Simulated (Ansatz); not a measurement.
In DFT-r²SCAN in the program Ansatz with PAW potentials, Br in the molecular I2 type structure (Cmce) relaxes to a = 7.105 Å, b = 4.247 Å, c = 8.762 Å.

It is gapped at this level: 1.68 eV (smallest direct gap 1.68 eV).

The cell was relaxed with r²SCAN under the symmetry of its start. The substance is a gas or liquid at ambient conditions; this is its low-temperature solid. A crystal of weakly bound units computed without a dispersion correction: the cell and the soft elastic constants depend strongly on that. Spin–orbit coupling is left out wherever it is not named.

Potentials: the later of the program's two PAW sets.
